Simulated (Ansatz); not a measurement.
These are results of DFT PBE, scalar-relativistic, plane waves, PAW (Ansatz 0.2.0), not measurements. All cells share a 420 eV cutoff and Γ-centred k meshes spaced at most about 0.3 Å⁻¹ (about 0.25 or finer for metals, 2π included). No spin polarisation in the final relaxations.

Temperature and zero-point effects are left out.

Two forms of AlInAsP3 were relaxed alike.

A. Space group P-6m2 (No. 187), hexagonal, a = 5.467 Å, c = 5.162 Å. Around Al lie 3 In at 3.16 Å and 3 As at 3.16 Å; around In lie 3 Al at 3.16 Å, 3 As at 3.16 Å and 6 P at 3.19 Å; P is surrounded by 2 P at 2.21 Å, 2 As at 2.88 Å and 2 In at 3.19 Å; around As lie 6 P at 2.88 Å, 3 In at 3.16 Å and 3 Al at 3.16 Å.

B. Space group P-6m2 (No. 187), hexagonal, a = 6.366 Å, c = 3.822 Å. Al is surrounded by 3 In at 3.68 Å, 3 As at 3.68 Å, 12 P at 3.71 Å and 2 Al at 3.82 Å; In is surrounded by 6 P at 2.73 Å, 3 Al at 3.68 Å and 3 As at 3.68 Å; P has 2 As at 2.57 Å, 2 In at 2.73 Å, 2 P at 2.98 Å, 2 P at 3.38 Å and 4 Al at 3.71 Å; around As lie 6 P at 2.57 Å, 3 In at 3.68 Å and 3 Al at 3.68 Å.

Question: Which form is favoured at zero pressure, and by what margin per atom?

Answer: A is lower, by 215 meV/atom. A has space group P-6m2 (No. 187), 22.3 Å³/atom and no gap on its mesh; B has space group P-6m2 (No. 187), 22.4 Å³/atom and no gap. The shortest distance is 2.21 Å (P–P) in A and 2.57 Å (As–P) in B. A holds P–P units of three or more atoms (shortest 2.21 Å); in B the shortest P–P distance is 2.98 Å. Even the lower one lies +0.45 eV/atom against the reference forms of the elements (uncorrected), so neither is stable at this level. Both come from invented guesses. A third cell relaxed alike, in P4mm, lies 256 meV/atom below the lower of the two.

Cells relaxed within their symmetry can be saddle points.
